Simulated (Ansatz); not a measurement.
A geometry of MgF2 away from equilibrium: step 3 of the relaxation of a generated cell, MgF2 placed in the AFLOW prototype A2B_tP6_129_ac_c (C38, as in Cu2Sb). All values below come from PBE (plane waves to 420 eV, PAW, scalar-relativistic; Ansatz, an electronic-structure program). Γ-centred k-mesh 7×7×5 on the run's cell (coarser than for final values), Fermi–Dirac smearing 0.05 eV. The plane waves were selected for a different cell earlier on the path.

```
MgF2
1.0
    3.52454     0.00000     0.00000
    0.00000     3.52454     0.00000
    0.00000     0.00000     5.22077
F Mg
4 2
Cartesian
  0.00000   0.00000   0.00000
  1.76227   1.76227   0.00000
  1.76227   0.00000   1.79172
  0.00000   1.76227   3.42905
  1.76227   0.00000   3.93459
  0.00000   1.76227   1.28618
```

Q: Give the Cartesian forces on all atoms (eV/Å).

A: 
| atom | Fx | Fy | Fz |
|---|---|---|---|
| F1 | 0.00 | 0.00 | 0.00 |
| F2 | 0.00 | 0.00 | 0.00 |
| F3 | 0.00 | 0.00 | 2.51 |
| F4 | 0.00 | 0.00 | -2.51 |
| Mg5 | 0.00 | 0.00 | 1.32 |
| Mg6 | 0.00 | 0.00 | -1.32 |

The path ends in P4/nmm (No. 129). No spin polarisation in the result.

The run could not lose the symmetry of its start, so the end can be a saddle point.

The end of the path is a generated cell of MgF2: the first start was made by placing the elements on the sites of a structure type, and the end was not matched to a known phase here, so it may be hypothetical. Known forms of MgF2 include space group No. 136.
